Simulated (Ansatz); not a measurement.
# AlIn2N3: enthalpy against pressure

AlIn2N3, Cmc2_1, a = 10.187 Å, b = 5.863 Å, c = 5.445 Å. The structure is a Materials Project entry; whether it is the stable form wasn't checked. Ansatz: PBEsol, PAW, 420 eV, Γ-centred 6×6×6 mesh on 12 atoms, Gaussian smearing 0.02 eV; no spin polarisation. Cell and atoms are relaxed at each pressure, and no other structure is tried, so the rows at high pressure may lie past a change of phase. y is the enthalpy over the state at zero pressure; there V0 = 13.550 Å³/atom. The pressures are the targets, met within 0.02 GPa.

| P (GPa) | y (eV/atom) |
| --- | --- |
| -1.0 | -0.0848 |
| 0.0 | 0.0000 |
| 1.0 | 0.0843 |
| 4.0 | 0.3341 |
| 12.0 | ? |
| 25.0 | 1.9794 |

Fit y = c1 P + c2 P² + c3 P³ to the other rows, say what c1 and c2 mean, and predict the missing value.

Least squares on the rows shown. y = 0.084545 P − 0.00026239 P² + 1.9061×10⁻⁶ P³. Since dH/dP = V, c1 is V0: 0.084545 eV/GPa × 160.2 = 13.544 Å³ against 13.550; c2 = −V0/(2B0) gives B0 = 161 GPa, where a Birch–Murnaghan fit to the volumes of the same runs (not shown) gives 156 GPa. At P = 12.0 the fit asked for gives 0.9800 eV/atom. The run gave 0.9803 eV/atom, so the fit is 0.0003 eV/atom too low, a small miss on the scale of the series.